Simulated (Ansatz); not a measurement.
Data:

NbRh₃:
```yaml
crystal:
  lattice:
    - [3.84525, 0.00000, 0.00000]
    - [0.00000, 3.84525, 0.00000]
    - [0.00000, 0.00000, 3.84525]
  atoms:
    - { symbol: Nb, position: [0.00000, 0.00000, 0.00000] }
    - { symbol: Rh, position: [0.00000, 0.50000, 0.50000] }
    - { symbol: Rh, position: [0.50000, 0.00000, 0.50000] }
    - { symbol: Rh, position: [0.50000, 0.50000, 0.00000] }
```

This is the PBEsol-relaxed structure.

Q: All from plane-wave PAW PBEsol (Ansatz code), unless another level is named. Estimate the formation energy from the elements (no fitted shifts).

A: -0.55 eV/atom.

Q: And the density of states at the Fermi level?

A: 0.52 states/eV per atom (mean over ±0.08 eV).

Space group Pm-3m (Cu3Au type). The workflow started from an entry of the Crystallography Open Database (COD). Its standing as an ambient phase is unchecked. The cell was relaxed with PBEsol under the symmetry of its start; its stability against distortions is not shown here. The run is not spin-polarised. The references are the lowest solids computed at this level, not always the standard phases. Scalar-relativistic: spin–orbit coupling is off unless named, which matters more the heavier the elements.

Potentials: the later of the program's two PAW sets.
